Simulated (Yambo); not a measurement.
Yambo run on K4BeP2 (space group R-3m, No. 166). The wavefunctions are PBEsol (Quantum ESPRESSO, PseudoDojo norm-conserving, 88 Ry, scalar-relativistic) ones on a 2×2×2 mesh (25 occupied bands); a = 8.9814 Å, b = 8.9814 Å, c = 8.9814 Å, α = 36.17°, β = 36.17°, γ = 36.17°.

Yambo input:

```
rim_cut
gw0
dyson
el_el_corr
HF_and_locXC
ppa
em1d
RandQpts= 1000000
RandGvec= 1 Ry
EXXRLvcs= 88 Ry
VXCRLvcs= 352 Ry
Chimod= "HARTREE"
% BndsRnXp
 2 | 310 |
%
NGsBlkXp= 6 Ry
% LongDrXp
 1.0 | 1.0 | 1.0 |
%
PPAPntXp= 27.2114 eV
% GbndRnge
 1 | 310 |
%
GTermKind= "BG"
DysSolver= "n"
ExtendOut
% QPkrange
 1 | 1 | 25 | 26 |
 2 | 2 | 25 | 25 |
%
```

k points by index: 1 = Γ, 2 = L.

Resulting energies as the program prints them:

```
#    K-point    Band    Eo [eV]    E [eV]    E-Eo [eV]    Vxc [eV]    Vnlxc [eV]    Sc|Eo [eV]    Sc|E [eV]    dSc/dw|Eo [eV]    Re(Z)    Im(Z)
#
    1    25    -0.043964    -0.945381    -0.901416    -10.29465    -12.48080    1.021030    1.284738    -7.959370    0.773688    -0.002021
    1    26    1.088095    1.289214    0.201120    -6.871541    -3.405647    -3.220078    -3.264775    -6.042783    0.818282    -0.001629
    2    25    0.000000    -0.930841    -0.930841    -10.36038    -12.59802    1.034434    1.306796    -7.960764    0.773658    -0.002006
```
(The two width columns are left out.) Convergence of these settings isn't established.

Geometry of the Materials Project entry, not relaxed at this level.
